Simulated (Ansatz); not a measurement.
A distorted cell of BePd (CsCl type):

```yaml
crystal:
  lattice:
    - [5.54527, 0.00000, 0.00000]
    - [2.77263, 2.77263, 0.00000]
    - [0.00000, 0.00000, 2.77263]
  atoms:
    - { symbol: Be, position: [0.00000, 0.00000, 0.03246] }
    - { symbol: Be, position: [0.50000, 0.00000, 0.96754] }
    - { symbol: Pd, position: [0.00000, 0.50000, 0.50000] }
    - { symbol: Pd, position: [0.50000, 0.50000, 0.50000] }
```

Level of theory: LDA (plane waves to 420 eV, PAW, scalar-relativistic; Ansatz, a first-principles code). k mesh 17×17×17 (Γ-centred), Fermi-Dirac smearing 0.05 eV. Compression counts positive. With partly filled bands, energies and forces of such displacements shift with the k mesh and the smearing. BePd is run without spin polarisation. BePd was relaxed with its symmetry unable to fall.

What forces act on the atoms (eV/Å, Cartesian)?


```json
[
 {"atom": "Be1", "Fx": "0.000", "Fy": "0.000", "Fz": "-0.409"},
 {"atom": "Be2", "Fx": "0.000", "Fy": "0.000", "Fz": "0.409"},
 {"atom": "Pd3", "Fx": "0.000", "Fy": "0.000", "Fz": "0.000"},
 {"atom": "Pd4", "Fx": "0.000", "Fy": "0.000", "Fz": "0.000"}
]
```

What is the stress tensor (GPa)?


```
    0.7      0.0      0.0
    0.0      0.7      0.0
    0.0      0.0      0.2
```
The pressure, a third of the trace, is 0.5 GPa.

(A displaced cell: forces are minus the slopes of the energy, force constants its curvatures, and phonons follow from these.)
